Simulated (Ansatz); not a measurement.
How the vibrations of Sb2Au change with volume

The calculation used DFT LDA, scalar-relativistic, plane waves, PAW in Ansatz 0.2.0. Cutoff 420 eV, 12×12×12 k-points (Γ-centred), Fermi-Dirac smearing of 0.15 eV. No spin polarisation. Phonons by linear response, acoustic sum rule imposed.

The cell, relaxed at this level:
```cif
data_structure
_symmetry_space_group_name_H-M 'Fm-3m'
_symmetry_Int_Tables_number 225
_cell_length_a 6.7239
_cell_length_b 6.7239
_cell_length_c 6.7239
_cell_angle_alpha 90.000
_cell_angle_beta 90.000
_cell_angle_gamma 90.000
_cell_volume 304.00
loop_
_atom_site_label
_atom_site_type_symbol
_atom_site_symmetry_multiplicity
_atom_site_Wyckoff_symbol
_atom_site_fract_x
_atom_site_fract_y
_atom_site_fract_z
_atom_site_occupancy
Sb1 Sb 8 c 0.25000 0.75000 0.75000 1
Au1 Au 4 a 0.00000 0.00000 0.00000 1
```

In a metal, frequencies depend on the k mesh and the smearing, soft modes most. Spin–orbit coupling is left out, which can shift energies with elements as heavy as these.

Cells at 0.98 and 1.02 times the equilibrium volume were relaxed in shape and atoms; γ = −d ln ν / d ln V, modes matched by rank.

(1) Give the optical frequencies at Γ (cm⁻¹) at the three volumes and the mode Grüneisen parameters.

(2) What pressures hold the two strained cells, and what bulk modulus follows?

## Answers

(1)
| 0.98 V | V | 1.02 V | γ | degeneracy |
| --- | --- | --- | --- | --- |
| 93 | 87 | 82 | 3.13 | 3 |
| 113 | 107 | 102 | 2.51 | 3 |

(2) 1.88 GPa at 0.98 V and -1.67 GPa at 1.02 V, so B = −dP/d ln V ≈ 89 GPa.